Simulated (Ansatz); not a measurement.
TiO2:
```yaml
crystal:
  lattice:
    - [-1.89925, 1.89925, 4.85160]
    - [1.89925, -1.89925, 4.85160]
    - [1.89925, 1.89925, -4.85160]
  atoms:
    - { symbol: Ti, position: [0.00000, 0.00000, 0.00000] }
    - { symbol: Ti, position: [0.75000, 0.25000, 0.50000] }
    - { symbol: O, position: [0.95641, 0.45641, 0.50000] }
    - { symbol: O, position: [0.20641, 0.20641, 0.00000] }
    - { symbol: O, position: [0.79359, 0.79359, 0.00000] }
    - { symbol: O, position: [0.54359, 0.04359, 0.50000] }
```

Relaxed with PBE. Special points in fractions of this cell's reciprocal vectors: Γ (0.000, 0.000, 0.000); X (0.000, 0.000, 0.500); P (0.250, 0.250, 0.250); N (0.000, 0.500, 0.000); M (0.500, 0.500, -0.500); S (0.288, 0.712, -0.288); S0 (-0.288, 0.288, 0.288); R (-0.077, 0.077, 0.500); G (0.500, 0.500, -0.077).

### Question
List the band energies nearest the valence-band maximum at these points for DFT-PBE in the program Ansatz with PAW potentials.

### Answer
In eV from the valence-band maximum; about four levels below and three above (degenerate sets whole), none deeper than 8.9 eV; points with the same levels are listed once.

| k | below | above |
|---|---|---|
| Γ | -0.79 -0.79 -0.78 -0.42 -0.42 | 2.13 2.79 3.99 3.99 3.99 3.99 |
| X | -1.98 -1.98 -0.05 -0.05 | 3.23 3.23 3.70 3.70 |
| P | -1.55 -1.55 -0.25 -0.25 | 3.46 3.46 3.49 3.49 |
| N | -1.88 -0.88 -0.85 -0.64 | 3.20 3.48 3.53 |
| M | -1.23 -1.23 -0.10 -0.10 | 2.45 2.45 3.71 3.71 |
| S | -1.17 -0.90 -0.83 -0.82 | 3.20 3.43 3.48 |
| R | -1.82 -1.82 -0.09 -0.09 | 3.21 3.21 3.65 3.65 |

Space group I4_1/amd (anatase). The PBE relaxation kept the symmetry of its start. No spin polarisation was allowed.

Potentials: the earlier of the program's two PAW sets.
